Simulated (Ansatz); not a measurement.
Si5Te8 in space group P-3m1 (No. 164; Pearson symbol hP13) under volume change, plane-wave PAW r²SCAN (Ansatz code), shape and atoms relaxed at each volume.

```csv
V (Å³/atom),E − E(relaxed) (meV/atom),P (GPa)
24.967,…,…
25.790,12.5,2.63
26.613,…,…
27.436,0.0,0.00
28.259,2.5,-0.95
29.083,9.4,-1.72
29.906,19.9,-2.35
```

Question: Some entries are withheld; supply them.

Answer: 
- 24.967, E − E(relaxed) (meV/atom): 30.3
- 24.967, P (GPa): 4.34
- 26.613, E − E(relaxed) (meV/atom): 2.9
- 26.613, P (GPa): 1.17

Question: What does a third-order Birch–Murnaghan fit give for V₀, B₀ and B′?

Answer: V₀ = 27.44 Å³/atom, B₀ = 35.1 GPa, B′ = 5.7.

The start of the workflow was typed in or built on a structure type; neither database checked (COD, Materials Project) lists it. Its standing as an ambient phase is unchecked. The cell was relaxed with r²SCAN under the symmetry of its start; whether a distortion lowers the energy is not shown. Scalar-relativistic: spin–orbit coupling is off unless named, which matters more the heavier the elements.

Potentials: the earlier of the program's two PAW sets.
